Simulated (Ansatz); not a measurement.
KBr:
```yaml
crystal:
  lattice:
    - [0.00000, 3.30442, 3.30442]
    - [3.30442, 0.00000, 3.30442]
    - [3.30442, 3.30442, 0.00000]
  atoms:
    - { symbol: K, position: [0.00000, 0.00000, 0.00000] }
    - { symbol: Br, position: [0.50000, 0.50000, 0.50000] }
```

Relaxed with r²SCAN.

Map the valence electron density (e/Å³), cut off at 1 on the plane through (0.000, 0.000, 0.000) spanned by u = [1, 0, 0] and v = [0, 1, -1] in lattice vectors, from r²SCAN in the plane-wave PAW code Ansatz.

x is the fraction of u, y of v (the angle between them is 90°; rows are the nearest grid lines); atoms in the plane: K at (0.00, 0.00), Br at (0.50, 0.50).
```
|999993100000000001399999|
|999993100000000001399999|
|999962000000000000269999|
|999831000000000000138999|
|996310000000000000013699|
|332100001111111100001233|
|110000012234432210000011|
|000000123567765321000000|
|000001235899998532100000|
|000001258999999852100000|
|000001369985589963100000|
|000001479951159974100000|
|000001479951159974100000|
|000001369985589963100000|
|000001258999999852100000|
|000001235899998532100000|
|000000123567765321000000|
|110000012234432210000011|
|332100001111111100001233|
|996310000000000000013699|
|999831000000000000138999|
|999962000000000000269999|
|999993100000000001399999|
|999993100000000001399999|
```
Scale: ten equal steps from 0.016 (start of '0') to 1.00 (end of '9'), in the order '0123456789'; x runs from 0.000 to 1.00, y from 0.000 (bottom) to 1.00 (top).

The density is the valence pseudo-density with augmentation charge, so density and ELF within about 1 Å of a nucleus are not all-electron values.

Space group Fm-3m (rock salt). The cell was relaxed with r²SCAN under the symmetry of its start; phonons on a q-mesh show no instability.

Potentials: the later of the program's two PAW sets.
